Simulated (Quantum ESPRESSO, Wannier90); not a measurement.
Wannierisation of HgS (P3₂21)

```
begin unit_cell_cart
ang
    4.4307098195    0.0000000000    0.0000000000
   -2.2153549098    3.8371072605    0.0000000000
    0.0000000000    0.0000000000    9.7455900000
end unit_cell_cart
begin atoms_frac
Hg   0.2415500000  0.0000000000 -0.3333333333
Hg   0.0000000000  0.2415500000  0.3333333333
Hg  -0.2415500000 -0.2415500000  0.0000000000
S   -0.4565100000  0.0000000000  0.1666666667
S   -0.0000000000 -0.4565100000 -0.1666666667
S    0.4565100000  0.4565100000  0.5000000000
end atoms_frac
```

Structure: Materials Project mp-9252, symmetrised, not relaxed again. COD (Crystallography Open Database) has the formula in 4 space groups, this one among them (matched by group alone). Level: PBE, no spin polarisation, no spin-orbit coupling; pw.x of Quantum ESPRESSO at 53 Ry with PseudoDojo potentials, 6×6×4 k-points, Wannier90. Density: 12×12×4 mesh, cold smearing 0.01 Ry. The cell is built of weakly bound layers, chains or molecules, whose nearest atoms lie 3.41 Å apart. Database cells relaxed without dispersion often hold them too far apart, which can enlarge gaps and weakens couplings between them; spacing and stacking were not compared with the measured crystal. Spin-orbit coupling is left out although heavy elements are present.

Bands 13-15,31-39 form an isolated set from -12.63 to 0.00 eV relative to the valence-band maximum (on the path) and are turned into 12 Wannier functions by minimising the spread from the start: s and p on S. Bands 16–30 (Hg 5d 92 %, S 3p 5 %) lie between the kept ones and are excluded.

Question: Where do the functions sit, how wide are they and what are they made of?

Answer: 
```json
[
 {"functions": "6", "spread (Å²)": "2.34", "nearest atom, distance (Å)": "S 0.44", "second atom, distance (Å)": "Hg 2.43", "weight on atomic waves": "S 3p 50 %, S 3s 37 %, Hg 5d 8 %"},
 {"functions": "6", "spread (Å²)": "3.14", "nearest atom, distance (Å)": "S 0.98", "second atom, distance (Å)": "Hg 1.43", "weight on atomic waves": "S 3p 57 %, Hg 6s 26 %, Hg 5d 8 %"}
]
```

Ω_I = 31.69 Å², Ω_total = 32.91 Å²; the interpolated bands follow pw.x to 1.8 meV rms on the path. It is the lowest total spread that any start reached here.
